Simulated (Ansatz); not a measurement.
TaTe in the rocksalt structure

The computed numbers are results of PBE, scalar-relativistic (collinear spin) in the plane-wave PAW code Ansatz at 420 eV, Γ-centred 10×10×10 mesh, 0.05 eV Gaussian smearing; PAW files: Ansatz's generated set soft_2.

```
Ta Te
1.0
     0.00000    2.84795    2.84795
     2.84795    0.00000    2.84795
     2.84795    2.84795    0.00000
Ta Te
1 1
Direct
  0.50000 0.50000 0.50000
  0.00000 0.00000 0.00000
```

The structure was built from a prototype; whether the compound forms in it isn't claimed.

The geometry is fixed. Moments are started on Ta in several ways. q is the propagation vector of an order in a doubled cell, in units of this cell's reciprocal vectors; doubled cells take an equivalent mesh or are counted from a ferromagnetic run in the same cell, unless said otherwise. Energies count from the first row, the state in which the cell was relaxed.

The starts:
- ferromagnetic
- no spin polarisation
- antiparallel, q = (0, 0, 1/2)
- antiparallel, q = (0, 1/2, 1/2)
- small parallel moments

(1) Which start ends lowest, and how far above it lies the solution without spin polarisation?

Answer:

(1) Lowest: antiparallel, q = (0, 1/2, 1/2). Without spin polarisation the energy is 2.2 meV/atom higher.

| start | largest typed moment (μB) | ΔE (meV/atom) | gap on the mesh (eV) | P (GPa) | final spin moments (μB) |
| --- | --- | --- | --- | --- | --- |
| ferromagnetic | 0.13 | 0.0 | metal | 0.0 | Ta 0.12 |
| no spin polarisation | 0.00 | 0.6 | metal | -0.1 | none |
| antiparallel, q = (0, 0, 1/2) | 2.00 | 0.6 | metal | -0.1 | none |
| antiparallel, q = (0, 1/2, 1/2) | 2.00 | -1.6 | metal | 0.5 | Ta 0.47, -0.47 |
| small parallel moments | 0.50 | 0.0 | metal | 0.0 | Ta 0.12 |

The moments vanished in: antiparallel, q = (0, 0, 1/2).

The next distinct energy lies only 1.6 meV/atom above the lowest at one geometry; relaxing each state, or a finer mesh, could change the order.

One antiparallel order alone stands against the parallel one, so the ranking is far from complete.

Only orders that fit these small cells were tried, so the real crystal's order may be another.

These numbers lack spin–orbit coupling. So small a moment in a metal hangs on mesh and smearing, and semilocal functionals can overstate it, so the real crystal may have none. Site moments are of spin, integrated over atomic spheres. A displaced or strained copy of the relaxed cell lay 0.8 meV/atom lower, so on this mesh the structure isn't a minimum; in a metal a finer mesh can change so small a difference.
